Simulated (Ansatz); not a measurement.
TaCo3 (space group R-3m)

```xyz
12
Lattice="2.5464 1.4702 6.1704 -2.5464 1.4702 6.1704 0.0000 -2.9404 6.1704" Properties=species:S:1:pos:R:3 pbc="T T T"
Ta     0.0000     0.0000     0.0000
Ta     0.0000     0.0000     4.0483
Ta     0.0000     0.0000    14.4630
Co     0.0000     1.4702     6.1704
Co    -1.2732    -0.7351     6.1704
Co     1.2732    -0.7351     6.1704
Co     1.2020    -0.6940    10.3019
Co    -1.2020     0.6940     8.2093
Co     0.0000     1.3880    10.3019
Co     0.0000    -1.3880     8.2093
Co    -1.2020    -0.6940    10.3019
Co     1.2020     0.6940     8.2093
```

This relaxed cell (volume V₀) is scaled evenly in all directions, its shape held. The atoms relax within the cell's symmetry.

These are PBEsol (plane waves to 420 eV, PAW, scalar-relativistic; Ansatz, a quantum-chemistry and plane-wave program) values and carry that method's errors. k mesh 9×9×9 (Γ-centred), Fermi-Dirac smearing 0.05 eV. E stands for the smeared free energy. Stress and pressure are positive under compression. Spin-orbit coupling is left out, though Ta is heavy. TaCo3 is run without spin polarisation. TaCo3 was relaxed with its symmetry unable to fall. ΔE is measured from the relaxed starting cell.

Question: Give the computed ΔE (meV/atom) and P (GPa) at V/V₀ = 0.840, 0.893, 0.947, 1.027, 1.133, 1.160.

Answer: 
```tsv
V/V₀	ΔE (meV/atom)	P (GPa)
0.840	347	70.3
0.893	138	39.8
0.947	31	17.0
1.027	7	-6.8
1.133	140	-26.0
1.160	194	-29.3
```

(Under strain, the slope of the energy per volume gives the stress and its curvature an elastic modulus.)
